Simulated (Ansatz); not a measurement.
Relaxed-ion elastic tensor of NaCl (CsCl type, Pm-3m) in GPa (Voigt order), PBEsol in the plane-wave PAW code Ansatz; density 2.37 g/cm³, 20.48 Å³ per atom.

```
82.0   2.0   2.0   0.0   0.0   0.0
 2.0  82.0   2.0   0.0   0.0   0.0
 2.0   2.0  82.0   0.0   0.0   0.0
 0.0   0.0   0.0  -0.9   0.0   0.0
 0.0   0.0   0.0   0.0  -0.9   0.0
 0.0   0.0   0.0   0.0   0.0  -0.9
```

Question: Is the crystal mechanically stable?

Answer: On the edge, within the error: the smallest eigenvalue of C is -0.9 GPa.

This is a known high-pressure phase of the composition, computed here at zero pressure and temperature. The cell was relaxed with PBEsol under the symmetry of its start. At this level the phase is dynamically unstable (imaginary phonons).

Potentials: the later of the program's two PAW sets.
